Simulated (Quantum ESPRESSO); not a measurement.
```cif
data_Ca2Cd6O8
_chemical_formula_sum 'O8 Ca2 Cd6'
_space_group_name_H-M_alt 'Cmmm'
_space_group_IT_number 65
_space_group_name_Hall '-C 2 2'
_cell_length_a 6.66730
_cell_length_b 9.46778
_cell_length_c 3.37048
_cell_angle_alpha 90.000
_cell_angle_beta 90.000
_cell_angle_gamma 90.000
loop_
_atom_site_label
_atom_site_type_symbol
_atom_site_symmetry_multiplicity
_atom_site_Wyckoff_symbol
_atom_site_fract_x
_atom_site_fract_y
_atom_site_fract_z
_atom_site_occupancy
O1 O 4 i 0.00000 0.24944 0.00000 1
O2 O 4 h 0.24853 0.50000 0.50000 1
Ca1 Ca 2 b 0.00000 0.50000 0.00000 1
Cd1 Cd 4 f 0.25000 0.25000 0.50000 1
Cd2 Cd 2 a 0.00000 0.00000 0.00000 1
```
(The calculation used a cell of 8 atoms; values per cell refer to that cell.)

The geometry is that of Materials Project entry mp-760403, symmetrised and not relaxed again.

Problem. What does norm-conserving PBEsol (Quantum ESPRESSO, 102 Ry, scalar-relativistic) give for the electronic structure near the Fermi level?

Solution. The PBEsol gap is direct, 0.17 eV at Γ. Spin-orbit splittings are left out.

The structure is a Materials Project entry; no match was found in the copy of COD used, and its stability was not checked.

Letters of k points follow the standard setting of the lattice, whose axes may be ordered differently from the printed cell.
